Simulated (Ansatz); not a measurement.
The elements of this relaxed trial crystal are hidden behind letters.

```
lattice vectors (Å)
   4.8522   -1.7835    0.0000
   4.8522    1.7835    0.0000
  -2.8312    0.0000    5.1894
fractional positions
X 0.7162 0.7162 0.7657
X 0.1814 0.1814 0.4950
X 0.2838 0.2838 0.2343
X 0.8186 0.8186 0.5050
Z 0.9128 0.9128 0.1943
Z 0.0872 0.0872 0.8057
```

Level of theory: Ansatz, DFT PBE, scalar-relativistic, plane waves, PAW. Plane waves to 420 eV, a 12×12×8 mesh through Γ for the 6-atom cell and 0.10 eV Gaussian smearing; no spin polarisation.

- Space group: C2/m (No. 12)
- Conventional cell: a = 9.704 Å, b = 3.567 Å, c = 5.911 Å, β = 118.6°
- Volume per atom: 14.97 Å³
- Density: 3.59 g/cm³
- Formation energy: −0.11 eV/atom
- Gap on the 12×12×8 mesh of the 6-atom cell: 0 eV (a metal)

Energies are uncorrected and count from the elements' standard states at the same level.

Problem. X is an s-block element of period 2 and Z is a p-block element of period 4. Which elements are they?

Solution. X = Be, Z = Se, so the formula is Be2Se. Density times volume gives a mean mass of 3.59 × 14.97/1.6605 = 32.4 u per atom, and this set has 32.3 u. Among the elements that the hints allow, noble gases aside, only these give it. Around Be on its first site lie 3 Be at 2.20–2.31 Å and 3 Se at 2.26–2.33 Å; Be on its second site is surrounded by 5 Be at 2.20–2.31 Å and 2 Se at 2.35–2.41 Å; Se is surrounded by 5 Be at 2.26–2.41 Å.

This cell was reached by moving the atoms of another relaxed cell at random and relaxing again, last within the group found; it had no such test of its own.
